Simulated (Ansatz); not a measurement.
CdTe (rock salt, Fm-3m) at seven volumes, LDA (plane waves, PAW; program Ansatz), scaled uniformly. One row is withheld.

```
V (Å³/atom)  P (GPa)
-----------  -------
23.712          7.42
24.493          4.50
25.275             ?
26.057          0.00
26.839         -1.71
27.620         -3.14
28.402         -4.33
```

Q: Fit the shown pressures and predict the withheld one.

A: P = (3/2)B₀(x^(7/2) − x^(5/2))[1 + (3/4)(B′ − 4)(x − 1)] with x = (V₀/V)^(2/3). Least squares on the six rows gives V₀ = 26.058 Å³/atom, B₀ = 62.2 GPa, B′ = 4.96. At V = 25.275, x = 1.0205 and P = 2.05 GPa. The run itself gave 2.05 GPa.

This is a known high-pressure phase of the composition, computed here at zero pressure and temperature. Symmetry was held in the LDA relaxation; of distortions, only those at the zone centre were tested. Scalar-relativistic: spin–orbit coupling is off unless named, which matters more the heavier the elements.

Potentials: the later of the program's two PAW sets.
